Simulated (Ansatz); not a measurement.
A plane-wave DFT run in Ansatz 0.2.0 (scalar-relativistic PAW potentials unless the input names others): input and command.

```yaml
crystal:
  lattice:
    - [6.722630683, 0.0, 0.0]
    - [-3.3613153415, 5.8219689517, 0.0]
    - [0.0, 0.0, 6.164262972]
  atoms:
    - { symbol: In, position: [0.3333333333, 0.6666666667, 0.25] }
    - { symbol: In, position: [0.6666666667, 0.3333333333, 0.75] }
    - { symbol: Te, position: [0.8242957286, 0.6485914571, 0.25] }
    - { symbol: Te, position: [0.1757042714, 0.8242957286, 0.75] }
    - { symbol: Te, position: [0.3514085429, 0.1757042714, 0.25] }
    - { symbol: Te, position: [0.1757042714, 0.3514085429, 0.75] }
    - { symbol: Te, position: [0.8242957286, 0.1757042714, 0.25] }
    - { symbol: Te, position: [0.6485914571, 0.8242957286, 0.75] }
basis:
  ecutwfc: 420
kpoints:
  mp_grid: { grid: [1, 1, 1] }
hamiltonian:
  xc: pbe
scf:
  occupations: { method: gaussian, width: 0.1 }
  max_iter: 80
output:
  forces: true
  eigenvalues: true
  stress: true
```

```bash
ansatz run input.yaml --threads 1 --pin off --max-ram 2560MiB --backend cpu --events-out ev --progress --plain --runs-dir out
```

Abridged log:
```
Pseudopotentials: kind: paw
Pseudopotential: In, paw, valence charge 13, recommended cutoff 420 eV (normal)
Pseudopotential: Te, paw, valence charge 16, recommended cutoff 420 eV (normal)
Functional definition: PBE
Crystal: 8 atoms, lattice volume = 241.263 Å³
Basis set: ecut = 420 eV, 4749 PW (Γ), exchange–correlation on 90×90×90 points (8 copies of the dense FFT grid, shifted against one another)
Bands: 74, of which v1, the nominal top of the filled ones, is band 61 counted from 1 (60 counted from 0)
Symmetry: 24 space group operations
Space group: P63/mmc (ITA 194), of the structure as read, at distance tolerance 6.2e-5 Å
k-points: 1
Initial density: superposition of atomic densities (neutral atoms: chi_scale 0, normalization atom), corrected by the library's trained network
Initial wavefunctions: pseudopotential atomic-orbital guess
Functional: x = pbe(κ = 0.804, μ = 0.21951497), c = pbe(β = 0.06672455)
SCF iter   1: F=—  HF=-53081.192171 eV  |F-HF|=—  |Δ(HF+E_count)|=         —  Δρ=1.87e-2  dr2=2.04e0  ethr=1.77e-3  ⟨swp⟩=7.0  Hψ=293  notcnv=0  defer=1
SCF iter   2: F=—  HF=-53080.605557 eV  |F-HF|=—  |Δ(HF+E_count)|=   5.87e-1  Δρ=1.05e-2  dr2=6.19e-1  ethr=1.67e-3  ⟨swp⟩=2.0  Hψ=91  notcnv=0  defer=7
SCF iter   3: F=—  HF=-53080.358093 eV  |F-HF|=—  |Δ(HF+E_count)|=   2.47e-1  Δρ=1.58e-3  dr2=5.77e-3  ethr=5.07e-4  ⟨swp⟩=2.0  Hψ=94  notcnv=0  defer=7
SCF iter   4: F=—  HF=-53080.358415 eV  |F-HF|=—  |Δ(HF+E_count)|=   3.22e-4  Δρ=5.67e-4  dr2=8.97e-4  ethr=4.73e-6  ⟨swp⟩=3.0  Hψ=171  notcnv=0  defer=4
automatic band count: iteration 4 solves 71 bands in place of 74: the levels show a gap, and the empty bands left out lie too high to hold charge; the band table lists the bands solved (type scf.n_extra_bands for more)
SCF iter   5: F=—  HF=-53080.358834 eV  |F-HF|=—  |Δ(HF+E_count)|=   4.19e-4  Δρ=1.13e-4  dr2=5.42e-5  ethr=7.35e-7  ⟨swp⟩=2.0  Hψ=87  notcnv=0  defer=4
SCF iter   6: F=—  HF=-53080.358926 eV  |F-HF|=—  |Δ(HF+E_count)|=   9.23e-5  Δρ=2.92e-5  dr2=2.68e-6  ethr=4.44e-8  ⟨swp⟩=2.0  Hψ=88  notcnv=0  defer=4
SCF iter   7: F=—  HF=-53080.358929 eV  |F-HF|=—  |Δ(HF+E_count)|=   2.81e-6  Δρ=1.05e-5  dr2=3.50e-7  ethr=2.20e-9  ⟨swp⟩=2.0  Hψ=128  notcnv=0  defer=4
SCF iter   8: F=-53080.358929 eV  HF=-53080.358929 eV  |F-HF|=2.63e-8  |Δ(HF+E_count)|=   3.90e-7  Δρ=2.99e-6  dr2=2.53e-8  ethr=8.20e-11  ⟨swp⟩=13.0  Hψ=321  notcnv=0
SCF 1 converged in 8 iterations: F = -53080.358929 eV  dr2 = 2.53e-8
SCF converged after 8 iterations
Free energy (F): -53080.358929 eV
Harris-Foulkes:  -53080.358929 eV  (|F-HF|=2.63e-8)
Internal energy: -53080.358929 eV  (E = F + TS)
E sigma→0 (E₀):  -53080.358929 eV
Fermi energy:    10.182958 eV
--- Forces (eV/Å), atoms counted from 1 ---
  atom   1  In     0.00000000     0.00000000     0.00000000
  atom   2  In     0.00000000     0.00000000     0.00000000
  atom   3  Te     0.00000000    -0.74770722     0.00000000
  atom   4  Te     0.64753345    -0.37385361     0.00000000
  atom   5  Te     0.64753345     0.37385361     0.00000000
  atom   6  Te     0.00000000     0.74770722     0.00000000
  atom   7  Te    -0.64753345     0.37385361     0.00000000
  atom   8  Te    -0.64753345    -0.37385361     0.00000000
--- Stress (GPa, compression-positive) ---
       -9.978385       0.000000       0.000000
        0.000000      -9.978385       0.000000
        0.000000       0.000000      -1.185281
  P = ⅓ Tr σ = -7.0474 GPa (-70.474 kbar)
```

Problem. What should be changed?

Solution. The fault is one k-point for a small cell (kpoints.mp_grid.grid: [6, 6, 8] → [1, 1, 1], the first being the value of the sound run). Setting it back cures it. The run converged all the same, with an energy at zero smearing 811 meV/atom below the reference's, pressure -7.05 GPa, largest force 0.748 eV/Å, gap on the mesh 0.93 eV, so convergence alone doesn't show that an input is right. A reference run on usual settings, whose relaxation ended at this geometry, converged, and the end of its own relaxation has pressure 0.00 GPa, largest force 0.002 eV/Å, no gap on the mesh.

Time: 0.92 s on 1 thread of AMD EPYC 9R45 96-Core Processor (Zen 5), with other jobs on the host, peak memory 0.4 GiB.